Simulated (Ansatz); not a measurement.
**Question.** Name crystals whose computed values (the program Ansatz at the PBEsol level (PAW)) fall in these windows: highest Γ mode, no LO–TO term (cm⁻¹) 320 to 470; B₀ by P(V) fit (GPa) 140 to 170.

**Answer.** 

```tsv
crystal	highest Γ mode, no LO–TO term (cm⁻¹)	B₀ by P(V) fit (GPa)
AlNi, Fd-3m (Ni on 8b, Al on 8a)	395	160
MgO, rock salt	387	157
TiSi, Pnma (Ti on 4c, Si on 4c)	463	155
Si2Ni, fluorite or antifluorite type	329	159
TiSi2, Fddd (Ti on 8b, Si on 16f)	440	151
```
Others may fit too.

Typed or built starts, not in the databases checked: AlNi, Fd-3m (Ni on 8b, Al on 8a). Not the usual ambient phase: AlNi, Fd-3m (Ni on 8b, Al on 8a). Standing as an ambient phase not checked: TiSi, Pnma (Ti on 4c, Si on 4c). Began spin-polarised and lost the moments: AlNi, Fd-3m (Ni on 8b, Al on 8a). Unstable at this level: AlNi, Fd-3m (Ni on 8b, Al on 8a). All cells were relaxed under the symmetry of their starts (and spin orders); stability against distortions was not tested throughout. Named crystals with no word on spin ran without spin polarisation.

Potentials: the earlier of the program's two PAW sets. The files were generated under PBE; for other functionals the program regenerates the frozen cores, and for LDA and PBEsol the local potential too.
